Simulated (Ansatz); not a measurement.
GaIr₃N (anti-perovskite, Pm-3m), PBE in the plane-wave PAW code Ansatz, all energies at zero smearing, with the estimated change up to a 700 eV cutoff added, with one set of potentials and settings (totals compare only within such a set). Cell of 5 atoms (1 Ga, 3 Ir, 1 N): -39970.044 eV.

| element | reference phase | E (eV/atom) |
|---|---|---|
| Ga | Cmce, 4 atoms in the cell | -3783.0209 |
| Ir | Fm-3m, 1 atoms in the cell | -11935.3137 |
| N | Pa-3, 8 atoms in the cell | -384.0325 |

Formation energy per atom, worked out: (-39970.044 − 1×(-3783.0209) − 3×(-11935.3137) − 1×(-384.0325))/5 = 0.590 eV/atom (57 kJ per mol of atoms), at 0 K, without zero-point energy or fitted corrections.

The start of the workflow was typed in or built on a structure type; neither database checked (COD, Materials Project) lists it. Whether it is the stable phase at ambient conditions was not checked. Symmetry was held in the PBE relaxation; its stability against distortions is not shown here. The workflow began spin-polarised and lost its moments. The volume moved by 21 % from the start of the relaxation. Its formation energy is positive at this level, so the cell may be metastable or incomplete. The references are the lowest solids computed at this level, not always the standard phases (solids in place of the gases). Scalar-relativistic: spin–orbit coupling is off unless named, which matters more the heavier the elements.

Potentials: the later of the program's two PAW sets.
